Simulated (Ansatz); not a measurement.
GaN (wurtzite)

```yaml
crystal:
  lattice:
    - [3.18312, 0.00000, 0.00000]
    - [-1.59156, 2.75667, 0.00000]
    - [0.00000, 0.00000, 5.18363]
  atoms:
    - { symbol: Ga, position: [0.66667, 0.33333, 0.00099] }
    - { symbol: Ga, position: [0.33333, 0.66667, 0.50099] }
    - { symbol: N, position: [0.66667, 0.33333, 0.62421] }
    - { symbol: N, position: [0.33333, 0.66667, 0.12421] }
```

Scan: atom 3 (N, nearest neighbour Ga at 1.946 Å; its periodic images, 3.2 Å or more away, move with it) is displaced along Cartesian [110], direction (0.707, 0.707, 0.000) in Cartesian axes, by s. The other atoms stay.

Calculation: r2SCAN (plane waves to 500 eV, PAW, scalar-relativistic; Ansatz, a first-principles code). k mesh 10×10×5 (Γ-centred), Fermi-Dirac smearing 0.05 eV. E stands for the smeared free energy. GaN was relaxed with its symmetry unable to fall. The zero of ΔE is the undisplaced structure.

```tsv
s (Å)	ΔE (meV/cell)
-0.190	withheld
-0.152	142.9
-0.114	82.6
-0.076	37.7
-0.038	9.7
0.000	0.0
0.038	10.3
0.076	42.8
0.114	99.7
0.152	183.8
0.190	298.1
```

Task: Fit a polynomial form (powers 2, 3, 4) to the given rows and predict ΔE at s = -0.190.

Result: Least squares on the 10 given rows: ΔE = (6932)·s² + (5821)·s³ + (6077)·s⁴, in meV/cell with s in Å; root-mean-square residual 0.05 meV/cell. At -0.190 the fit gives 218.2 meV/cell; the calculation gives 217.8 meV/cell, so the extrapolation is off by 0.4 (+0.2 %). The quadratic term alone would give 250.2 meV/cell.

(A displaced cell: forces are minus the slopes of the energy, force constants its curvatures, and phonons follow from these.)
